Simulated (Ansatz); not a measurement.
**LiPt$_{3}$: computed property card**

LiPt3:
```xyz
4
Lattice="3.8495 0.0000 0.0000 0.0000 3.8495 0.0000 0.0000 0.0000 3.8495" Properties=species:S:1:pos:R:3 pbc="T T T"
Li     0.0000     0.0000     0.0000
Pt     0.0000     1.9247     1.9247
Pt     1.9247     0.0000     1.9247
Pt     1.9247     1.9247     0.0000
```

Space group Pm-3m (No. 221), Cu3Au type; conventional cell a = 3.849 Å, b = 3.849 Å, c = 3.849 Å, α = 90.00°, β = 90.00°, γ = 90.00°.

Method: DFT-r²SCAN in the program Ansatz with PAW potentials. The cell and atoms are relaxed at this level. Other levels are named where they apply.

Cell and energy:

```json
{
 "volume_per_atom": "14.26 Å³",
 "density": "17.24 g/cm³",
 "Formation energy from the elements (no fitted shifts)": "-0.46 eV/atom"
}
```

Electronic structure:

```json
{
  "electronic_character": "metallic (no gap)",
  "Density of states at the Fermi level": "0.49 states/eV per atom (mean over ±0.08 eV)"
}
```

The first step of the workflow began from a Materials Project structure, measured or hypothetical; the Crystallography Open Database copy checked does not list it. With Li and Pt taken as one species the cell has the higher symmetry Fm-3m, so it may be an ordered model of a mixed-site phase. Whether it is the stable phase at ambient conditions was not checked. The cell was relaxed with r²SCAN under the symmetry of its start; whether a distortion lowers the energy is not shown. The run is not spin-polarised. The references are the lowest solids computed at this level, not always the standard phases. Scalar-relativistic: spin–orbit coupling is off unless named, which matters more the heavier the elements.

Potentials: the later of the program's two PAW sets.
